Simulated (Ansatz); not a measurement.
As2Pt:
Space group Pa-3 (No. 205); a = 5.980 Å, b = 5.980 Å, c = 5.980 Å, α = 90.00°, β = 90.00°, γ = 90.00°

| atom | site | symmetry | x | y | z |
|---|---|---|---|---|---|
| Pt | 4a | .-3. | 0.0000 | 0.0000 | 0.0000 |
| As | 8c | .3. | 0.3830 | 0.3830 | 0.3830 |

Relaxed with PBEsol. Independent-particle spectrum: no excitons, no local fields, no scissors shift; 0.1 eV broadening; ε₁ of the summed bands alone.

Q: Tabulate the dielectric function from PBEsol in the plane-wave PAW code Ansatz.

A: 

```csv
E (eV),ε₁ xx,ε₂ xx
0.0,26.80,0.00
0.4,27.81,0.00
0.8,32.45,0.01
1.2,37.18,17.60
1.6,35.74,21.39
2.0,22.94,26.30
2.4,15.16,28.32
2.8,9.78,30.25
3.2,0.03,29.42
3.6,-5.00,22.67
4.0,-4.06,13.31
4.4,-0.83,12.97
4.8,-3.81,14.26
5.2,-4.63,9.22
5.6,-1.55,9.17
6.0,-3.03,9.30
6.4,-2.92,7.69
6.8,-3.18,7.71
7.2,-3.50,6.33
7.6,-2.92,6.08
8.0,-3.44,5.25
8.4,-3.10,4.09
8.8,-2.52,4.19
9.2,-2.66,3.47
9.6,-2.34,3.46
10.0,-2.29,2.92
10.4,-1.92,2.41
10.8,-1.51,2.42
11.2,-1.34,2.45
11.6,-1.37,2.44
12.0,-1.44,2.48
```

Q: From ε at 1.6 eV (xx: 35.74 + 21.39i), find n, k, the normal reflectivity and the absorption coefficient.

A: n = 6.22, k = 1.719, R = 55 %, α = 2kE/ħc = 280000 cm⁻¹.

With all bands, ε∞ without local fields is 27.0.

Symmetry was held in the PBEsol relaxation. No spin polarisation was allowed. Spin–orbit coupling is left out wherever it is not named.

Potentials: the later of the program's two PAW sets.
